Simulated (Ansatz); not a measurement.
Values for one crystal, relaxed and computed with the program Ansatz at the LDA level (PAW); other levels are named.

* **Volume per atom**: 13.65 Å³
* **Electronic character**: metallic (no gap)
* **Formation energy from the elements (no fitted shifts)**: -68 kJ/mol-atom
* **Density of states at the Fermi level**: 0.35 states/eV per atom (mean over ±0.08 eV)
* **Bulk modulus (Birch–Murnaghan fit)**: 202 GPa
* **Pressure derivative B′**: 4.4

Task: Which compound is it?
A) La2B4Rh5, Fmmm (Pearson symbol oF44)
B) Cs2TcF6, P-3m1 (Tc on 1a, Cs on 2d, F on 6i)
C) Rb2WCl6, Fm-3m (W on 4a, Rb on 8c, Cl on 24e)
D) YP5, P2_1/m (Y on 2e, P on 2e, P on 4f, P on 4f)

Result: A, La2B4Rh5, Fmmm (Pearson symbol oF44)

The workflow started from an entry of the Crystallography Open Database (COD). Its standing as an ambient phase is unchecked. The cell was relaxed with LDA under the symmetry of its start; whether a distortion lowers the energy is not shown. The run is not spin-polarised. The references are the lowest solids computed at this level, not always the standard phases. Spin–orbit coupling is left out wherever it is not named.

Potentials: the later of the program's two PAW sets.
